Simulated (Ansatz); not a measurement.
TiSi$_{2}$ (C49 type, space group Cmcm)

```
TiSi2
1.0
    1.77306    -6.78197     0.00000
    1.77306     6.78197     0.00000
    0.00000     0.00000     3.57983
Si Ti
4 2
Direct
  0.94084   0.05916   0.75000
  0.05916   0.94084   0.25000
  0.25027   0.74973   0.75000
  0.74973   0.25027   0.25000
  0.60319   0.39681   0.75000
  0.39681   0.60319   0.25000
```

E(V) scan at fixed shape, V₀ the volume above. The atoms relax within the cell's symmetry.

Computed with PBE (plane waves to 420 eV, PAW, scalar-relativistic; Ansatz, an electronic-structure program). k mesh 14×14×14 (Γ-centred), Fermi-Dirac smearing 0.05 eV. The energy includes the smearing's −TS. Compression counts positive. With the shape held, the modulus is that of even scaling; a crystal free to change shape is softer. This is one of several known forms of TiSi2; the measured ambient cells at hand have space group No. 70. TiSi2 is run without spin polarisation. TiSi2 was relaxed with its symmetry unable to fall. The zero of ΔE is the relaxed starting cell.

```tsv
V (Å³/cell)	ΔE (eV/atom)	P (GPa)
72.32	0.207	33.5
75.07	0.124	24.4
77.83	0.066	16.7
80.58	0.027	10.1
83.34	0.006	4.6
86.09	0.000	0.0
88.85	0.006	-3.9
91.60	0.022	-7.2
94.36	0.047	-10.0
97.11	0.079	-12.4
99.87	0.117	-14.3
```

Key numbers:

```yaml
pressure_at_the_smallest_volume: 33.5 GPa
energy_cost_of_the_largest_compression: 207 meV/atom
energy_cost_of_the_largest_expansion: 117 meV/atom
Bulk modulus at fixed cell shape B₀ (third-order Birch-Murnaghan fit): 133 GPa
Pressure derivative B₀′ (fit): 4.3
equilibrium_volume_of_the_fit: 14.35 Å³/atom
Pressure for 5 % compression (fit): 7.6 GPa
```

(Under strain, the slope of the energy per volume gives the stress and its curvature an elastic modulus.)
